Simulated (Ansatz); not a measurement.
Li₃LaSb₂:
```
CELL_PARAMETERS angstrom
      4.63913     0.00000     0.00000
     -2.31956     4.01760     0.00000
      0.00000     0.00000     7.48294
ATOMIC_POSITIONS crystal
  Li 0.00000 0.00000 0.50000
  Li 0.66667 0.33333 0.35879
  Li 0.33333 0.66667 0.64121
  La 0.00000 0.00000 0.00000
  Sb 0.33333 0.66667 0.25860
  Sb 0.66667 0.33333 0.74140
```

Relaxed with r²SCAN. Plane-wave PAW r²SCAN (Ansatz code) gives a gap of 0.46 eV.

Problem. What gap does HSE06 give on the same cell (Ansatz, PAW)?

Solution. 0.43 eV, -0.03 eV more. The hybrid was solved on a coarser mesh and at special points; the gap given is the minimum over both.

Cost on shared cores: the r²SCAN run (SCF on a 7×7×4 mesh, then bands and DOS) very roughly 110 core-seconds, the HSE06 run (SCF on 4×4×2, then a few points) around 110 core-seconds (rough); the tasks are unlike.

Space group P-3m1. The first step of the workflow began from a Materials Project structure, measured or hypothetical; the Crystallography Open Database copy checked does not list it. Its standing as an ambient phase is unchecked. Symmetry was held in the r²SCAN relaxation; its stability against distortions is not shown here. Scalar-relativistic: spin–orbit coupling is off unless named, which matters more the heavier the elements.

Potentials: the later of the program's two PAW sets.
